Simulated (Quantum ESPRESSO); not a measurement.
Space group P4₂/mnm (No. 136); a = b = 4.4124 Å, c = 2.8765 Å, α = β = γ = 90.00°

| atom | site | symmetry | x | y | z |
|---|---|---|---|---|---|
| O | 4f | m.2m | 0.3058 | 0.3058 | 0.0000 |
| Ge | 2a | m.mm | 0.0000 | 0.0000 | 0.0000 |

The geometry is that of Materials Project entry mp-470, symmetrised and not relaxed again.

What does PBEsol (Quantum ESPRESSO, PseudoDojo norm-conserving, 84 Ry, with spin-orbit coupling) give for the electronic structure near the Fermi level?

The PBEsol gap is direct, 1.69 eV at Γ.
